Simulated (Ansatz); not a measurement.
**Property card for CaPt₅**

CaPt5:
```cif
data_CaPt5
_chemical_formula_sum 'Ca1 Pt5'
_space_group_name_H-M_alt 'P 1'
_space_group_IT_number 1
_cell_length_a 5.35251
_cell_length_b 5.35251
_cell_length_c 4.38592
_cell_angle_alpha 90.000
_cell_angle_beta 90.000
_cell_angle_gamma 120.000
loop_
_space_group_symop_operation_xyz
  'x, y, z'
loop_
_atom_site_label
_atom_site_type_symbol
_atom_site_fract_x
_atom_site_fract_y
_atom_site_fract_z
_atom_site_occupancy
Ca1 Ca 0.00000 0.00000 0.00000 1
Pt1 Pt 0.33333 0.66667 0.00000 1
Pt2 Pt 0.66667 0.33333 0.00000 1
Pt3 Pt 0.50000 0.00000 0.50000 1
Pt4 Pt 0.50000 0.50000 0.50000 1
Pt5 Pt 0.00000 0.50000 0.50000 1
```

Space group P6/mmm (No. 191); conventional cell a = 5.3525 Å, b = 5.3525 Å, c = 4.3859 Å, α = 90.00°, β = 90.00°, γ = 120.00°.

Method: r²SCAN (plane waves, PAW; program Ansatz). The cell and atoms are relaxed at this level. Other levels are named where they apply.

### Cell and energy

- Volume per atom: 18.14 Å³
- Density: 15.50 g/cm³
- Formation energy from the elements (no fitted shifts): -592 meV/atom

### Electronic structure

- Electronic character = metallic (no gap)
- Density of states at the Fermi level = 0.55 states/eV per atom (mean over ±0.08 eV)

The first step of the workflow began from a Materials Project structure, measured or hypothetical; the Crystallography Open Database copy checked does not list it. Its standing as an ambient phase is unchecked. The r²SCAN relaxation kept the symmetry of its start; its stability against distortions is not shown here. No spin polarisation was allowed. Axis ratios of metals converge slowly with the k-mesh, so a and c are less sure than the volume. The references are the lowest solids computed at this level, not always the standard phases. Spin–orbit coupling is left out wherever it is not named.

Potentials: the later of the program's two PAW sets.
